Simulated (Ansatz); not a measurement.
# TiC (rock salt), frozen-phonon scan

Starting cell, TiC (rock salt):

```yaml
crystal:
  lattice:
    - [0.00000, 4.33303, 4.33303]
    - [2.16652, 2.16652, 4.33303]
    - [2.16652, 2.16652, 0.00000]
  atoms:
    - { symbol: C, position: [0.00000, 0.00000, 0.00000] }
    - { symbol: C, position: [0.50000, 0.00000, 0.00000] }
    - { symbol: Ti, position: [0.00000, 0.50000, 0.50000] }
    - { symbol: Ti, position: [0.50000, 0.50000, 0.50000] }
```

The atoms are displaced by Q × the pattern below (from a DFPT mode at X = (0.5, 0.5, 0.0), largest move 1; Q in Å), at fixed cell. (q is in reciprocal vectors of the primitive cell; the cell shown is doubled to hold the pattern.)

```
atom      x      y       z
----  -----  -----  ------
C1    0.000  0.000   1.000
C2    0.000  0.000  -1.000
Ti3   0.000  0.000   0.006
Ti4   0.000  0.000  -0.006
```

Computed with PBE (plane waves to 420 eV, PAW, scalar-relativistic; Ansatz, a quantum-chemistry and plane-wave program). k mesh 18×18×18 (Γ-centred), Fermi-Dirac smearing 0.05 eV. Energies are smeared free energies. Compression counts positive. With partly filled bands, energies and forces of such displacements shift with the k mesh and the smearing. TiC is run without spin polarisation. TiC was relaxed with its symmetry unable to fall. ΔE is measured from the undisplaced structure.

```
Q (Å)   ΔE (eV/cell)  P (GPa)  −dE/dQ from forces (eV/Å)
------  ------------  -------  -------------------------
-0.180         0.513      3.8                      5.904
-0.150         0.352      2.6                      4.822
-0.120         0.223      1.6                      3.785
-0.090         0.124      0.9                      2.791
-0.060         0.055      0.4                      1.839
-0.030         0.014      0.1                      0.914
0.000          0.000      0.0                      0.000
0.030          0.014      0.1                     -0.914
0.060          0.055      0.4                     -1.840
0.090          0.124      0.9                     -2.791
0.120          0.223      1.6                     -3.785
0.150          0.352      2.6                     -4.822
0.180          0.513      3.8                     -5.904
```

Derived quantities:

Energy at Q = 0.180 Å: 513 meV/cell
Space group of the distorted cell: P4/nmm (No. 129), lowered from Fm-3m
Symmetry of the curve: even: the same for both signs
Shape of the curve: a single well with its minimum at or next to zero displacement
Harmonic wavenumber from the curvature (finite differences): 587 cm⁻¹

(For displaced atoms, the force is minus the slope of the energy, and its curvature is a force constant, which sets phonon frequencies.)
